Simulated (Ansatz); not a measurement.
Given:

TlNi2S2:
```
CELL_PARAMETERS angstrom
     -1.85928     1.85928     6.79680
      1.85928    -1.85928     6.79680
      1.85928     1.85928    -6.79680
ATOMIC_POSITIONS crystal
  Ni 0.75000 0.25000 0.50000
  Ni 0.25000 0.75000 0.50000
  S  0.34604 0.34604 0.00000
  S  0.65396 0.65396 0.00000
  Tl 0.00000 0.00000 0.00000
```
The run is spin-polarised; directions of the spins, atom by atom: ↑ ↑ ↑ ↑ 0.

This is the r²SCAN+D4-relaxed structure.

Q: All from the program Ansatz at the r²SCAN+D4 level (PAW), unless another level is named. Give the electronic character.

A: metallic (no gap).

Q: And the density of states at the Fermi level?

A: 0.70 states/eV per atom (mean over ±0.08 eV).

Q: Predict the formation energy from the elements (no fitted shifts).

A: -0.41 eV/atom.

Space group I4/mmm. The workflow started from an entry of the Crystallography Open Database (COD). Whether it is the stable phase at ambient conditions was not checked. The r²SCAN+D4 relaxation kept the symmetry of its start; whether a distortion lowers the energy is not shown. Magnetic state: ferromagnetic, the only order run, not a proven ground state. Other orbital occupations within this spin state were not tried. No Hubbard U is applied. The compound may be a true metal, but semilocal functionals without U, or a wrong spin order, can also close a gap. The references are the lowest solids computed at this level, not always the standard phases. Scalar-relativistic: spin–orbit coupling is off unless named, which matters more the heavier the elements.

Potentials: the later of the program's two PAW sets.
